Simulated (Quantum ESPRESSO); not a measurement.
```cif
data_BaF6Ni
_chemical_formula_sum 'F6 Ni1 Ba1'
_space_group_name_H-M_alt 'P 1'
_space_group_IT_number 1
_cell_length_a 4.82112
_cell_length_b 4.82112
_cell_length_c 4.82112
_cell_angle_alpha 98.691
_cell_angle_beta 98.691
_cell_angle_gamma 98.691
loop_
_space_group_symop_operation_xyz
  'x, y, z'
loop_
_atom_site_label
_atom_site_type_symbol
_atom_site_fract_x
_atom_site_fract_y
_atom_site_fract_z
_atom_site_occupancy
F1 F 0.73484 0.73484 0.07365 1
F2 F 0.26516 0.26516 0.92635 1
F3 F 0.07365 0.73484 0.73484 1
F4 F 0.92635 0.26517 0.26517 1
F5 F 0.73483 0.07365 0.73484 1
F6 F 0.26517 0.92635 0.26516 1
Ni1 Ni 0.00000 0.00000 0.00000 1
Ba1 Ba 0.50000 0.50000 0.50000 1
```

The geometry is that of Materials Project entry mp-613910, symmetrised and not relaxed again.

Q: What does norm-conserving LDA (Quantum ESPRESSO, 98 Ry, no spin-orbit coupling) give for the electronic structure near the Fermi level?

A: The LDA gap is 1.23 eV and nearly direct: the edges lie at F and Γ, the smallest direct gap within 0.02 eV of it. Another valence and conduction extremum on the path lies within 0.02 eV, too close to call. The 3d shell has no Hubbard U; the runs are without spin polarisation, and magnetic order was not tried.

The structure is a Materials Project entry; no match was found in the copy of COD used, and its stability was not checked.
